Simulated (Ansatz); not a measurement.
# TaO₂: computed property card

TaO2:
```
TaO2
1.0
    4.91434     0.00000     0.00000
    0.00000     4.91434     0.00000
    0.00000     0.00000     2.83199
Ta O
2 4
Direct
  0.00000   0.00000   0.50000
  0.50000   0.50000   0.00000
  0.71338   0.28662   0.50000
  0.28662   0.71338   0.50000
  0.21338   0.21338   0.00000
  0.78662   0.78662   0.00000
```

Space group P4_2/mnm (No. 136), rutile; conventional cell a = 4.9143 Å, b = 4.9143 Å, c = 2.8320 Å, α = 90.00°, β = 90.00°, γ = 90.00°.

Method: LDA in the plane-wave PAW code Ansatz. Geometry: relaxed at this level of theory. Other levels are named where they apply.

Cell and energy:

- Volume per atom: 11.40 Å³
- Density: 10.34 g/cm³
- Formation energy from the elements (no fitted shifts): -2.75 eV/atom

Electronic structure:

* **Electronic character**: metallic (no gap)
* **Density of states at the Fermi level**: 0.40 states/eV per atom (mean over ±0.08 eV)

Mechanics:

Bulk modulus (Birch–Murnaghan fit): 2880 kbar
Pressure derivative B′: 4.5
Elastic constants (relaxed ions, GPa): C11 = 382, C12 = 298, C13 = 206, C33 = 425, C44 = 104, C66 = 288
Mechanical stability: stable (all eigenvalues of C positive)
Hill bulk and shear moduli: 289 and 111 GPa
Young's modulus: 295 GPa
Poisson's ratio: 0.33
Debye temperature from the elastic constants: 486 K

Phonons:

- Highest zone-centre frequency: 711 cm⁻¹
- Zone-centre stability: no imaginary mode at Γ

The first step of the workflow began from a Materials Project structure, measured or hypothetical; the Crystallography Open Database copy checked does not list it. Its standing as an ambient phase is unchecked. The LDA relaxation kept the symmetry of its start. No spin polarisation was allowed. As this level gives no gap, shear constants depend on the k-mesh and smearing (Fermi–Dirac, 0.1 eV here). As this level gives no gap, phonon frequencies hold no LO–TO term and depend on the k-mesh and smearing (Fermi–Dirac, 0.1 eV here). On the denser mesh and wider smearing of the elastic run this cell carries a stress of 0.6 GPa. The references are the lowest solids computed at this level, not always the standard phases (solids in place of the gases). Scalar-relativistic: spin–orbit coupling is off unless named, which matters more the heavier the elements.

Potentials: the later of the program's two PAW sets.
